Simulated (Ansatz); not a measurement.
AlSn4Se8:
```yaml
crystal:
  lattice:
    - [7.71167, 0.00000, 0.00000]
    - [-3.85584, 6.67851, 0.00000]
    - [0.00000, 0.00000, 6.23223]
  atoms:
    - { symbol: Se, position: [0.33453, 0.16727, 0.71771] }
    - { symbol: Se, position: [0.33333, 0.66667, 0.74133] }
    - { symbol: Se, position: [0.83273, 0.16727, 0.71771] }
    - { symbol: Se, position: [0.83273, 0.66547, 0.71771] }
    - { symbol: Sn, position: [0.00000, 0.00000, 0.00000] }
    - { symbol: Sn, position: [0.00000, 0.50000, 0.00000] }
    - { symbol: Sn, position: [0.50000, 0.00000, 0.00000] }
    - { symbol: Sn, position: [0.50000, 0.50000, 0.00000] }
    - { symbol: Se, position: [0.16727, 0.33453, 0.28229] }
    - { symbol: Se, position: [0.16727, 0.83273, 0.28229] }
    - { symbol: Se, position: [0.66667, 0.33333, 0.25867] }
    - { symbol: Se, position: [0.66547, 0.83273, 0.28229] }
    - { symbol: Al, position: [0.00000, 0.00000, 0.50000] }
```

Relaxed with PBE+D3(BJ). Special points in fractions of this cell's reciprocal vectors: Γ (0.000, 0.000, 0.000); M (0.500, 0.000, 0.000); K (0.333, 0.333, 0.000); A (0.000, 0.000, 0.500); L (0.500, 0.000, 0.500); H (0.333, 0.333, 0.500).

### Question
List the band energies nearest the Fermi level at these points for PBE+D3(BJ) in the plane-wave PAW code Ansatz.

### Answer
In eV from the Fermi level; about four levels below and three above (degenerate sets whole), none deeper than 8.9 eV; points with the same levels are listed once.

| k | below | above |
|---|---|---|
| Γ | -1.15 -1.15 -1.05 -0.74 | 0.09 0.23 0.23 |
| M | -1.24 -1.02 -0.82 -0.26 | 0.58 0.65 2.01 |
| K | -1.46 -1.42 -1.42 -1.15 | 0.35 0.45 0.45 |
| A | -0.99 -0.99 -0.54 -0.54 | 0.17 1.33 2.02 |
| L | -1.86 -1.63 -1.56 -1.45 | 0.03 0.10 0.40 |
| H | -2.01 -2.01 -1.98 -1.45 -1.45 | 0.46 0.64 0.64 |

Space group P-3m1. A made-up cell: these elements were put on the sites of a structure type; neither database checked (COD, Materials Project) lists it. Its standing as an ambient phase is unchecked. The cell was relaxed with PBE+D3(BJ) under the symmetry of its start; its stability against distortions is not shown here. With an odd number of electrons in the cell and no spin polarisation, the count alone makes it a metal. Spin–orbit coupling is left out wherever it is not named.

Potentials: the later of the program's two PAW sets.
